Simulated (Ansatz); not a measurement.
According to PBEsol (plane waves, PAW; program Ansatz), Ta in the diamond structure (Fd-3m) relaxes to a = 6.002 Å. Ta has 4 nearest neighbours from 2.60 Å (tetrahedral).

Electronic character: metallic (no gap). Gap from PBEsol with spin–orbit coupling: none (metallic).

The bulk modulus is 75.8 GPa. The relaxed-ion elastic constants in GPa are C11 = 2.6, C12 = 112, C44 = -291. The highest mode at Γ lies at 77 cm^-1.

The start of the workflow was typed in or built on a structure type; neither database checked (COD, Materials Project) lists it. It is not the phase usual at ambient conditions (space group No. 229). The PBEsol relaxation kept the symmetry of its start. At this level the phase is mechanically unstable. No spin polarisation was allowed. As this level gives no gap, shear constants depend on the k-mesh and smearing (Fermi–Dirac, 0.1 eV here). As this level gives no gap, phonon frequencies hold no LO–TO term and depend on the k-mesh and smearing (Fermi–Dirac, 0.1 eV here). Spin–orbit coupling is left out wherever it is not named.

Potentials: the later of the program's two PAW sets.
